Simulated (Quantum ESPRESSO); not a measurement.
# Planted mistakes on one cell of Hf3GaFO7

These are calculations, not measurements. They come from pw.x of Quantum ESPRESSO 7.5, a plane-wave density functional program, with PseudoDojo standard norm-conserving files (v0.5 for PBE, v0.4.1 for LDA and PBEsol). The cells are made up: elements, strain and atom displacements were drawn at random, and nothing was relaxed. There is no spin polarisation, spin-orbit coupling or dispersion term.

The hafnium file is less sure than the others, with forces about 3 percent (worst 6) and pressure in oxides about 1.5 GPa (worst 2.7) from a second method in checks, which no rerun with the same files tests.

The cell has 12 sites of a fluorite lattice. Sites 1 to 4 hold Hf Ga Hf Hf; sites 5 to 12 hold F O O O O O O O. Cell vectors in Å: (5.080, 0.000, 0.000); (0.000, 5.080, 0.000); (0.000, 0.000, 5.080). Settings: PBE, cutoff 1143 eV, 4 x 4 x 4 k mesh shifted by half a step, Fermi-Dirac smearing of 0.025 eV.

The intended run has a self-consistency threshold of 1e-07 eV, a smearing term of 0.000 eV, a pressure of 2.53 GPa and 15 iterations. Each further run changes one thing: all lengths scaled by 1.0100; atoms of sites 5 and 12 exchanged; cutoff 741 eV; files of LDA; k mesh 2 x 2 x 2; one electron removed; smearing 0.59 eV; threshold 0.1 eV. A coarse mesh keeps the shift, and a charged cell sits in a uniform background.

```
run,change of free energy (eV),smearing term -TS (eV),change of P (GPa),largest change of a force component (eV/Å),iterations
A,0.018,0.000,-6.36,0.454,15
B,-0.270,0.000,-0.34,0.107,15
C,-1.153,0.000,-0.41,4.413,14
D,-0.461,-1.564,1.60,0.495,14
E,-11.422,-0.013,-19.68,1.478,18
F,5.086,0.000,-43.56,0.057,14
G,5.648,0.000,-16.25,0.497,14
H,0.041,0.000,0.19,0.211,6
```

A rerun of the intended cell at 1437 eV and k mesh 6 x 6 x 6 moved values by no more than 0.002 eV in the cell's energy, 0.03 GPa in stress and 0.005 eV/Å in force.

Question: which change belongs to which run?

## Worked reading

Run H has the fewest iterations, as a run stopped early does. Run D has the largest smearing term, as wide smearing gives. Run F has a higher energy and the largest fall in pressure, as too small a basis gives. Run A changes the volume by a factor of 1.0303; minus its pressure change over the logarithm of that factor, 213 GPa, is a rough bulk modulus with clamped atoms. Energies from files of another functional, or of a charged cell, have another zero and say nothing on stability; the pressure of a charged cell rests on the program's zero of potential too.

## Key

```
run                             change
  A       all lengths scaled by 1.0100
  B                   k mesh 2 x 2 x 2
  C  atoms of sites 5 and 12 exchanged
  D                   smearing 0.59 eV
  E               one electron removed
  F                      cutoff 741 eV
  G                       files of LDA
  H                   threshold 0.1 eV
```